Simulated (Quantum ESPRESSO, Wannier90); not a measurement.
# Tight-binding from DFT: SiRu (P2₁3)

Materials Project entry mp-189; symmetrised, unrelaxed at this level. Not found in the COD (Crystallography Open Database) copy used; not checked further. Level: PBEsol, no spin polarisation, no spin-orbit coupling; pw.x of Quantum ESPRESSO at 68 Ry with PseudoDojo potentials, 4×4×4 k-points, Wannier90. Density: 8×8×8 mesh, cold smearing 0.01 Ry. The gap is small at this level and was sampled on the meshes and a path alone.

```
begin unit_cell_cart
ang
    4.7086000000    0.0000000000    0.0000000000
    0.0000000000    4.7086000000    0.0000000000
    0.0000000000    0.0000000000    4.7086000000
end unit_cell_cart
mp_grid = 4 4 4
```

Question: Which shells of neighbouring k-points and which b-vectors and weights does Wannier90 pick for this cell and mesh?

Answer: 
```
 *---------------------------------- K-MESH ----------------------------------*
 +----------------------------------------------------------------------------+
 |                    Distance to Nearest-Neighbour Shells                    |
 |                    ------------------------------------                    |
 |          Shell             Distance (Ang^-1)          Multiplicity         |
 |          -----             -----------------          ------------         |
 |             1                   0.333602                      6            |
 |             2                   0.471784                     12            |
 |             3                   0.577815                      8            |
 |             4                   0.667203                      6            |
 |             5                   0.745956                     24            |
 |             6                   0.817154                     24            |
 |             7                   0.943568                     12            |
 |             8                   1.000805                     30            |
       ... (lines left out)
 +----------------------------------------------------------------------------+
 | The b-vectors are chosen automatically                                     |
 | The following shells are used:                       1                     |
 +----------------------------------------------------------------------------+
 |                        Shell   # Nearest-Neighbours                        |
 |                        -----   --------------------                        |
 |                          1               6                                 |
 +----------------------------------------------------------------------------+
 | Completeness relation is fully satisfied [Eq. (B1), PRB 56, 12847 (1997)]  |
 +----------------------------------------------------------------------------+
 |                  b_k Vectors (Ang^-1) and Weights (Ang^2)                  |
 |                  ----------------------------------------                  |
 |            No.         b_k(x)      b_k(y)      b_k(z)        w_b           |
 |            ---        --------------------------------     --------        |
 |             1         0.000000    0.000000    0.333602     4.492766        |
 |             2         0.000000    0.333602    0.000000     4.492766        |
 |             3         0.333602    0.000000    0.000000     4.492766        |
 |             4         0.000000    0.000000   -0.333602     4.492766        |
 |             5         0.000000   -0.333602    0.000000     4.492766        |
 |             6        -0.333602    0.000000    0.000000     4.492766        |
```
